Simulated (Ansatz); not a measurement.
Values for one crystal, relaxed and computed with the program Ansatz at the PBEsol level (PAW); other levels are named.

| Property | Result |
|---|---|
| Volume per atom | 13.71 Å³ |
| Band gap | 0.59 eV (indirect) |
| Highest zone-centre frequency (without LO–TO term) | 570 cm⁻¹ |
| Electron effective mass with spin–orbit coupling, band 1 of 2 at the edge | 0.42 along [100], 0.29 along [110], 0.23 along [111] (mₑ) |
| Hill bulk and shear moduli | 248 and 132 GPa |
| Zone-centre stability | unstable, softest mode 289i cm⁻¹ |
| Debye temperature from the elastic constants | 600 K |

Pick the material that matches.
A. TiO2, Pbca (Ti on 8c, O on 8c, O on 8c)
B. WO3, ReO3 type
C. BaTiO3, cubic perovskite
D. LiNbO3, R3c (Li on 6a, Nb on 6a, O on 18b)

B, WO3, ReO3 type

Space group Pm-3m (ReO3 type). The workflow started from a Materials Project entry (that database holds measured and hypothetical structures alike); the Crystallography Open Database copy checked does not list it. COD files the formula under space group No. 2, 14, 62, 129, 130, 191. Its standing as an ambient phase is unchecked. The PBEsol relaxation kept the symmetry of its start. No spin polarisation was allowed. No Hubbard U is applied. Scalar-relativistic: spin–orbit coupling is off unless named, which matters more the heavier the elements.

Potentials: the earlier of the program's two PAW sets. The files were generated under PBE; for other functionals the program regenerates the frozen cores, and for LDA and PBEsol the local potential too.
